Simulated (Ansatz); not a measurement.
## Profile along the Tl–F line in TlF (space group P4/nmm)

TlF (space group P4/nmm)

```yaml
crystal:
  lattice:
    - [3.69682, 0.00000, 0.00000]
    - [0.00000, 3.69682, 0.00000]
    - [0.00000, 0.00000, 6.31063]
  atoms:
    - { symbol: Tl, position: [0.00000, 0.50000, 0.74885] }
    - { symbol: Tl, position: [0.50000, 0.00000, 0.25115] }
    - { symbol: F, position: [0.50000, 0.00000, 0.86678] }
    - { symbol: F, position: [0.00000, 0.50000, 0.13322] }
```

Fields along a shortest Tl–F line of a (010) plane (2.43 Å), from Tl to F, interpolated on the slice's grid (step about 0.2 Å). Method: r2SCAN (plane waves to 500 eV, PAW, scalar-relativistic; Ansatz, a first-principles code). k mesh 9×9×5. Inside the PAW spheres the values are not all-electron values, and peaks at nuclei hang on which shells count as valence. Spin-orbit coupling is left out, though Tl is heavy. This is one of several known forms of TlF; the measured ambient cells at hand have space group No. 57. TlF was relaxed with its symmetry unable to fall.

| distance from Tl (Å) | valence electron density (e/Å³) | electron localisation function |
|---|---|---|
| 0.00 | 9.11 | x |
| 0.12 | 8.59 | x |
| 0.24 | 7.31 | x |
| 0.36 | 5.76 | x |
| 0.49 | 4.27 | x |
| 0.61 | 3.00 | 0.25 |
| 0.73 | 1.96 | 0.35 |
| 0.85 | 1.20 | 0.37 |
| 0.97 | 0.71 | 0.32 |
| 1.09 | 0.45 | 0.20 |
| 1.22 | 0.32 | 0.11 |
| 1.34 | 0.29 | 0.11 |
| 1.46 | 0.37 | 0.28 |
| 1.58 | 0.59 | 0.54 |
| 1.70 | 1.05 | 0.72 |
| 1.82 | 1.99 | 0.80 |
| 1.94 | 3.90 | x |
| 2.07 | 6.95 | x |
| 2.19 | 10.32 | x |
| 2.31 | 12.96 | x |
| 2.43 | 13.79 | x |

x: too close to a nucleus for the ELF to mean much.

Density on the Tl–F line (2.43 Å) at its density minimum, 1.3 Å from Tl: 0.29 e/Å³. ELF at that point: 0.11. Character of the Tl–F contact (rough rule: ELF there above 0.7 covalent, below 0.2 ionic, polar between): closed-shell (ionic).
